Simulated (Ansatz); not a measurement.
Geometry optimisation in Ansatz: input, command and trajectory.

```yaml
crystal:
  lattice:
    - [3.9059052123, 0.0, 0.0]
    - [0.0, 4.7671271689, 0.0]
    - [0.0, 0.0, 2.9759612588]
  atoms:
    - { symbol: Pt, position: [0.0, 0.0, 0.0] }
    - { symbol: Pt, position: [0.5, 0.5, 0.5] }
    - { symbol: C, position: [0.2004, 0.3787, 0.0] }
    - { symbol: C, position: [0.7996, 0.6213, 0.0] }
    - { symbol: C, position: [0.7004, 0.1213, 0.5] }
    - { symbol: C, position: [0.2996, 0.8787, 0.5] }
basis:
  ecutwfc: 420
kpoints:
  mp_grid: { grid: [4, 4, 6] }
hamiltonian:
  xc: pbe
scf:
  occupations: { method: gaussian, width: 0.1 }
  lower_state_search: "off"
output:
  forces: true
  stress: true
  eigenvalues: true
relax:
  adjacent_minimum: "off"
  f_tol: 0.04
  max_steps: 70
  cell: { stress_tol: 0.4 }
```

```bash
ansatz run input.yaml --threads 1 --pin off --max-ram 2560MiB --backend cpu --events-out ev --progress --plain --runs-dir out
```

Computed with DFT PBE, scalar-relativistic, plane waves, PAW (Ansatz 0.2.0).

Of 8 frames 8 are shown, positions in Å and forces in eV/Å; the SCF threshold varies from step to step. Steps run on the plane waves of an earlier cell, with a Pulay correction in the pressure. The basis is chosen afresh for the last frame, the zero of the energies, and at times for earlier ones too; energy and pressure step there, also at an unchanged geometry. Here that happened at step 8 (-4 meV/atom, 0.4 GPa); the frames before carry an error of that size. The mark taken_back stands on steps that the optimiser undid.

```xyz
6
Lattice="3.9059 0.0000 0.0000 0.0000 4.7671 0.0000 0.0000 0.0000 2.9760" Properties=species:S:1:pos:R:3:forces:R:3 pbc="T T T" step=1 free_energy_over_end_meV_per_atom=952.34 pressure_GPa=51.84
Pt    0.0000    0.0000    0.0000    0.0000    0.0000    0.0000
Pt    1.9530    2.3836    1.4880    0.0000    0.0000    0.0000
C     0.7827    1.8053    0.0000   -4.1108    1.7791    0.0000
C     3.1232    2.9618    0.0000    4.1108   -1.7791    0.0000
C     2.7357    0.5783    1.4880   -4.1108   -1.7791    0.0000
C     1.1702    4.1889    1.4880    4.1108    1.7791    0.0000
6
Lattice="3.9660 0.0000 0.0000 0.0000 4.9993 0.0000 0.0000 0.0000 3.0306" Properties=species:S:1:pos:R:3:forces:R:3 pbc="T T T" step=2 free_energy_over_end_meV_per_atom=512.87 pressure_GPa=8.21
Pt    0.0000    0.0000    0.0000    0.0000    0.0000    0.0000
Pt    1.9830    2.4996    1.5153    0.0000    0.0000    0.0000
C     0.7014    1.9286    0.0000   -3.7726    2.0989    0.0000
C     3.2645    3.0706    0.0000    3.7726   -2.0989    0.0000
C     2.6844    0.5710    1.5153   -3.7726   -2.0989    0.0000
C     1.2816    4.4283    1.5153    3.7726    2.0989    0.0000
6
Lattice="3.9476 0.0000 0.0000 0.0000 5.0838 0.0000 0.0000 0.0000 3.0448" Properties=species:S:1:pos:R:3:forces:R:3 pbc="T T T" step=3 free_energy_over_end_meV_per_atom=21.70 pressure_GPa=-1.50
Pt    0.0000    0.0000    0.0000    0.0000    0.0000    0.0000
Pt    1.9738    2.5419    1.5224    0.0000    0.0000    0.0000
C     0.5296    2.0704    0.0000   -1.0850    0.9354    0.0000
C     3.4180    3.0134    0.0000    1.0850   -0.9354    0.0000
C     2.5033    0.4715    1.5224   -1.0850   -0.9354    0.0000
C     1.4442    4.6123    1.5224    1.0850    0.9354    0.0000
6
Lattice="3.9923 0.0000 0.0000 0.0000 4.9958 0.0000 0.0000 0.0000 3.0891" Properties=species:S:1:pos:R:3:forces:R:3 pbc="T T T" step=4 free_energy_over_end_meV_per_atom=275.99 pressure_GPa=20.48 taken_back
Pt    0.0000    0.0000    0.0000    0.0000    0.0000    0.0000
Pt    1.9962    2.4979    1.5446    0.0000    0.0000    0.0000
C     0.4658    2.1238    0.0000    8.6776   -6.9194    0.0000
C     3.5265    2.8719    0.0000   -8.6776    6.9194    0.0000
C     2.4620    0.3740    1.5446    8.6776    6.9194    0.0000
C     1.5303    4.6217    1.5446   -8.6776   -6.9194    0.0000
6
Lattice="4.0004 0.0000 0.0000 0.0000 5.0367 0.0000 0.0000 0.0000 3.0521" Properties=species:S:1:pos:R:3:forces:R:3 pbc="T T T" step=5 free_energy_over_end_meV_per_atom=7.20 pressure_GPa=-1.73
Pt    0.0000    0.0000    0.0000    0.0000    0.0000    0.0000
Pt    2.0002    2.5183    1.5260    0.0000    0.0000    0.0000
C     0.5331    2.0706    0.0000   -0.6048    0.4466    0.0000
C     3.4673    2.9661    0.0000    0.6048   -0.4466    0.0000
C     2.5333    0.4477    1.5260   -0.6048   -0.4466    0.0000
C     1.4671    4.5890    1.5260    0.6048    0.4466    0.0000
6
Lattice="4.0121 0.0000 0.0000 0.0000 5.0216 0.0000 0.0000 0.0000 3.0507" Properties=species:S:1:pos:R:3:forces:R:3 pbc="T T T" step=6 free_energy_over_end_meV_per_atom=4.01 pressure_GPa=-0.26
Pt    0.0000    0.0000    0.0000    0.0000    0.0000    0.0000
Pt    2.0060    2.5108    1.5254    0.0000    0.0000    0.0000
C     0.5262    2.0723    0.0000   -0.0177   -0.0197    0.0000
C     3.4859    2.9493    0.0000    0.0177    0.0197    0.0000
C     2.5322    0.4385    1.5254   -0.0177    0.0197    0.0000
C     1.4799    4.5831    1.5254    0.0177   -0.0197    0.0000
6
Lattice="4.0183 0.0000 0.0000 0.0000 5.0234 0.0000 0.0000 0.0000 3.0428" Properties=species:S:1:pos:R:3:forces:R:3 pbc="T T T" step=7 free_energy_over_end_meV_per_atom=3.93 pressure_GPa=-0.21
Pt    0.0000    0.0000    0.0000    0.0000    0.0000    0.0000
Pt    2.0092    2.5117    1.5214    0.0000    0.0000    0.0000
C     0.5253    2.0721    0.0000   -0.0023   -0.0143    0.0000
C     3.4931    2.9513    0.0000    0.0023    0.0143    0.0000
C     2.5344    0.4396    1.5214   -0.0023    0.0143    0.0000
C     1.4839    4.5838    1.5214    0.0023   -0.0143    0.0000
6
Lattice="4.0183 0.0000 0.0000 0.0000 5.0234 0.0000 0.0000 0.0000 3.0428" Properties=species:S:1:pos:R:3:forces:R:3 pbc="T T T" step=8 free_energy_over_end_meV_per_atom=0.00 pressure_GPa=0.20
Pt    0.0000    0.0000    0.0000    0.0000    0.0000    0.0000
Pt    2.0092    2.5117    1.5214    0.0000    0.0000    0.0000
C     0.5253    2.0721    0.0000   -0.0060   -0.0113    0.0000
C     3.4931    2.9513    0.0000    0.0060    0.0113    0.0000
C     2.5344    0.4396    1.5214   -0.0060    0.0113    0.0000
C     1.4839    4.5838    1.5214    0.0060   -0.0113    0.0000
```

The start puts this composition into another compound's structure type, which needn't suit it. At the end the space group is Pnnm (tolerance 0.05 Å).

Time: 15 s on 1 thread of Intel(R) Xeon(R) 6975P-C (Granite Rapids) (shared host), peak memory 0.42 GiB.

The k mesh is coarse. Spin–orbit coupling is left out, which can shift energies with elements as heavy as these.